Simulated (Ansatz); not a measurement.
Te:
```
Te
1.0
    3.18190     0.00000     0.00000
    0.00000     4.52295     0.00000
    0.00000     0.00000     9.10047
Te
4
Direct
  0.50000   0.52990   0.76114
  0.50000   0.47010   0.26114
  0.50000   0.97079   0.00886
  0.50000   0.02921   0.50886
```

This is the r²SCAN-relaxed structure.

Question: All from r²SCAN in the plane-wave PAW code Ansatz, unless another level is named. Give the electronic character.

Answer: metallic (no gap).

Question: And the density of states at the Fermi level?

Answer: 0.54 states/eV per atom (mean over ±0.08 eV).

Space group Pbam. The first step of the workflow began from a Materials Project structure, measured or hypothetical; the Crystallography Open Database copy checked does not list it. It is not the phase usual at ambient conditions (space group No. 152). Symmetry was held in the r²SCAN relaxation; of distortions, only those at the zone centre were tested. Spin–orbit coupling is left out wherever it is not named.

Potentials: the later of the program's two PAW sets.
